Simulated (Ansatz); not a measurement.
ZnS:
```cif
data_S2Zn2
_chemical_formula_sum 'Zn2 S2'
_space_group_name_H-M_alt 'P 1'
_space_group_IT_number 1
_cell_length_a 3.78226
_cell_length_b 3.78226
_cell_length_c 6.20759
_cell_angle_alpha 90.000
_cell_angle_beta 90.000
_cell_angle_gamma 120.000
loop_
_space_group_symop_operation_xyz
  'x, y, z'
loop_
_atom_site_label
_atom_site_type_symbol
_atom_site_fract_x
_atom_site_fract_y
_atom_site_fract_z
_atom_site_occupancy
Zn1 Zn 0.33333 0.66667 0.00039 1
Zn2 Zn 0.66667 0.33333 0.50039 1
S1 S 0.33333 0.66667 0.37461 1
S2 S 0.66667 0.33333 0.87461 1
```

Relaxed with PBEsol. The program Ansatz at the PBEsol level (PAW) gives a gap of 2.15 eV.

Question: What gap does HSE06 give on the same cell (Ansatz, PAW)?

Answer: 3.53 eV, 1.38 eV more. The hybrid was solved on a coarser mesh and at special points; the gap given is the minimum over both.

```json
[
 {"k": "Γ", "v1 PBEsol": "0.00", "c1 PBEsol": "2.15", "v1 HSE06": "0.00", "c1 HSE06": "3.53"},
 {"k": "A", "v1 PBEsol": "-0.49", "c1 PBEsol": "3.49", "v1 HSE06": "-0.51", "c1 HSE06": "4.89"},
 {"k": "K", "v1 PBEsol": "-2.19", "c1 PBEsol": "4.03", "v1 HSE06": "___", "c1 HSE06": "___"},
 {"k": "H", "v1 PBEsol": "-1.42", "c1 PBEsol": "4.40", "v1 HSE06": "___", "c1 HSE06": "___"},
 {"k": "M", "v1 PBEsol": "-0.93", "c1 PBEsol": "3.50", "v1 HSE06": "___", "c1 HSE06": "___"},
 {"k": "L", "v1 PBEsol": "-1.69", "c1 PBEsol": "3.40", "v1 HSE06": "___", "c1 HSE06": "___"}
]
```

Question: Top valence (v1) and lowest conduction level (c1) in eV from each method's valence maximum (which need not be a listed point): supply the withheld HSE06 values.

Answer: 
- L, v1 HSE06: -1.77
- L, c1 HSE06: 4.68
- K, v1 HSE06: -2.33
- K, c1 HSE06: 5.20
- H, v1 HSE06: -1.48
- H, c1 HSE06: 5.77
- M, v1 HSE06: -0.97
- M, c1 HSE06: 4.77

Cost on shared cores: the PBEsol run (SCF on a 8×8×5 mesh, then bands and DOS) roughly 50 core-seconds, the HSE06 run (SCF on 6×6×4, then a few points) around 4 core-minutes (rough); the tasks are unlike.

Space group P6_3mc (wurtzite). Symmetry was held in the PBEsol relaxation.

Potentials: the earlier of the program's two PAW sets. The files were generated under PBE; for other functionals the program regenerates the frozen cores, and for LDA and PBEsol the local potential too.
